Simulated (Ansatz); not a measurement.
The cell below belongs to a search over invented structures; it isn't taken from experiment.

Input and command of a plane-wave DFT calculation in Ansatz:

```yaml
crystal:
  lattice:
    - [4.7386157769, 0.0, 0.004548435]
    - [0.0, 3.1872099747, 0.0]
    - [-0.0924051064, 0.0, 5.1776776552]
  atoms:
    - { symbol: B, position: [0.0029020604, 0.0, 0.0034797351] }
    - { symbol: B, position: [0.4928109967, 0.5, 0.4959539334] }
    - { symbol: Pd, position: [0.243644057, 0.5, 0.8424949982] }
    - { symbol: Pd, position: [0.756050956, 0.5, 0.1556033253] }
    - { symbol: Pd, position: [0.7478119599, 0.0, 0.6589124057] }
    - { symbol: Pt, position: [0.25677997, 0.0, 0.3435556021] }
basis:
  ecutwfc: 420
kpoints:
  mp_grid: { grid: [8, 10, 6] }
  band_path:
    path:
      - [0.0, 0.0, 0.0]
      - [0.0, 0.5, 0.0]
      - [0.0, 0.5, 0.5]
      - [0.0, 0.0, 0.5]
      - [0.0, 0.0, 0.0]
      - [-0.5, 0.0, 0.5]
      - [-0.5, 0.5, 0.5]
      - [0.0, 0.5, 0.0]
      - [-0.5, 0.5, 0.0]
      - [-0.5, 0.0, 0.0]
      - [0.0, 0.0, 0.0]
    npoints: 10
hamiltonian:
  xc: pbe
scf:
  occupations: { method: gaussian, width: 0.1 }
output:
  forces: true
  stress: true
  eigenvalues: true
  populations: true
  dos: { projected: true, de: 0.02 }
  bader: false
magnetization:
  noncollinear: true
  spin_orbit: true
```

```bash
ansatz run input.yaml --threads 1 --pin off --max-ram 2560MiB --backend cpu --events-out ev --progress --plain --runs-dir out
```

Processor: Intel(R) Xeon(R) 6975P-C (Granite Rapids), 1 thread, on a host shared with other jobs.

Estimate time, memory and problem size.

About 5.9 min, peak memory 1.8 GiB. It solves 94 bands at 156 k points (after reduction by symmetry) with about 1517 plane waves, in 11 SCF iterations.
